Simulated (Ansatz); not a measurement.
**SrCd$_{2}$Sb$_{2}$: reading a single point**

```
Sr Sb Cd
1.0
     0.00000    4.89492    0.00000
     4.89492    0.00000    0.00000
     2.44746    2.44746   -6.24210
Sr Sb Cd
1 2 2
Direct
  0.00000 0.00000 0.00000
  0.39100 0.39100 0.21800
  0.60900 0.60900 0.78200
  0.75000 0.25000 0.50000
  0.25000 0.75000 0.50000
```

Single point in Ansatz 0.2.0 with r2SCAN, no spin polarisation. Cutoff 500 eV, PAW datasets, 8×8×8 Γ-centred k mesh, fermi-dirac filling (width 0.1 eV).

(1) What happens at the Fermi level?

(2) Where is the largest force?

(3) What do density and ELF say about some of the short contacts?

(4) Is the cell too large or too small?

(5) How is the charge shared?

(6) What is the formation energy?

Origin: a known structure type with other elements, at an estimated volume, so it need not be a known compound. Caveats: atoms or cell far from equilibrium.

Answers

(1) It is a metal, with about 1.5 states/eV a cell as the mean within 0.25 eV of the Fermi level.

(2) The largest is on Sb3 (and as large on other atoms): 1.88 eV/Å, components (0.00, 0.00, 1.88). It makes 180° with the line to a nearest neighbour, Sb2 at 2.72 Å, pointing away from it.

(3) Sb–Sb at 2.72 Å: least valence density 0.40 e/Å³ and ELF 0.49 there. Sb–Cd at 3.01 Å: least valence density 0.23 e/Å³ and ELF 0.32 there. Cd–Cd at 3.46 Å: least valence density 0.10 e/Å³ and ELF 0.18 there. Both are smooth PAW fields, read partly inside the augmentation spheres.

(4) The pressure is 0.9 GPa (compression positive), so with the atoms held at these fractions the cell would first expand; the forces are large, so a full relaxation may end otherwise. The principal stresses -2.2, -2.2, 7.0 GPa differ, so its shape would change too.

(5) Bader charges in e: Sr +1.45, Cd +0.09, Sb -0.81. In the mean Sr gives up most and Sb takes most.

(6) -0.32 eV an atom against the elements' usual phases (free molecules for gases, crystals otherwise, with no correction for O₂ or N₂), so it is bound against them; other compounds may still compete. Relaxing would lower it.
